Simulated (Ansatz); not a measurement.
The cell below belongs to a search over invented structures; it isn't taken from experiment.

Input and command of a plane-wave DFT calculation in Ansatz:

```yaml
crystal:
  lattice:
    - [5.4525114077, 0.0, 0.0]
    - [0.0, 5.4525114077, 0.0]
    - [0.0, 0.0, 5.4525114077]
  atoms:
    - { symbol: Cd, position: [0.5, 0.5, 0.0] }
    - { symbol: Cd, position: [0.5, 0.0, 0.5] }
    - { symbol: Cd, position: [0.0, 0.5, 0.5] }
    - { symbol: Ag, position: [0.0, 0.0, 0.0] }
    - { symbol: S, position: [0.5, 0.5, 0.5] }
    - { symbol: S, position: [0.0, 0.0, 0.5] }
    - { symbol: S, position: [0.0, 0.5, 0.0] }
    - { symbol: S, position: [0.5, 0.0, 0.0] }
basis:
  ecutwfc: 420
kpoints:
  mp_grid: { grid: [8, 8, 8] }
hamiltonian:
  xc: pbe
scf:
  occupations: { method: gaussian, width: 0.1 }
output:
  forces: true
  stress: true
  eigenvalues: true
  write_density: true
  write_potential: true
  elf: true
  volumetric_format: npy
relax:
  adjacent_minimum: "off"
  f_tol: 0.01
  max_steps: 80
  cell: { stress_tol: 0.05 }
```

```bash
ansatz run input.yaml --threads 1 --pin off --max-ram 2048MiB --backend cpu --events-out ev --progress --plain --runs-dir out
```

Processor: Arm Neoverse V1, 1 thread, on a host shared with other jobs.

Task: Estimate time, memory and problem size.

Result: About 98 s, peak memory 0.57 GiB. It solves 62 bands at 35 k points (after reduction by symmetry) with about 3119 plane waves (on the last cell), in 24 SCF iterations over 4 ionic steps.
